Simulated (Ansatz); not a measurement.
Cd2SeS:
```
Cd2SeS
1.0
    4.24928     0.00000     0.00000
   -2.12464     3.67998     0.00000
    0.00000     0.00000     6.92893
Cd Se S
2 1 1
Cartesian
  0.00000   0.00000   3.39063
  0.00000   2.45332   0.07306
  0.00000   2.45332   4.34061
  0.00000   0.00000   0.84301
```

Relaxed with r²SCAN. Special points in fractions of this cell's reciprocal vectors: Γ (0.000, 0.000, 0.000); M (0.500, 0.000, 0.000); K (0.333, 0.333, 0.000); A (0.000, 0.000, 0.500); L (0.500, 0.000, 0.500); H (0.333, 0.333, 0.500).

**Question.** List the band energies nearest the valence-band maximum at these points for the program Ansatz at the r²SCAN level (PAW).

**Answer.** In eV from the valence-band maximum; about four levels below and three above (degenerate sets whole), none deeper than 8.9 eV; points with the same levels are listed once.

| k | below | above |
|---|---|---|
| Γ | -0.95 -0.95 -0.18 0.00 0.00 | 1.22 2.87 6.57 6.57 |
| M | -2.70 -1.99 -1.39 -0.78 | 3.69 3.93 5.14 |
| K | -3.15 -2.02 -1.83 -1.71 | 4.63 4.99 5.41 |
| A | -0.79 -0.79 -0.19 -0.19 | 2.74 3.09 6.06 |
| L | -1.69 -1.56 -1.29 -1.14 | 3.44 3.52 5.27 |
| H | -2.68 -2.31 -1.34 -1.07 | 4.39 4.40 5.91 |

Space group P3m1. The first step of the workflow began from a Materials Project structure, measured or hypothetical; the Crystallography Open Database copy checked does not list it. Its standing as an ambient phase is unchecked. The cell was relaxed with r²SCAN under the symmetry of its start; whether a distortion lowers the energy is not shown. Scalar-relativistic: spin–orbit coupling is off unless named, which matters more the heavier the elements.

Potentials: the later of the program's two PAW sets.
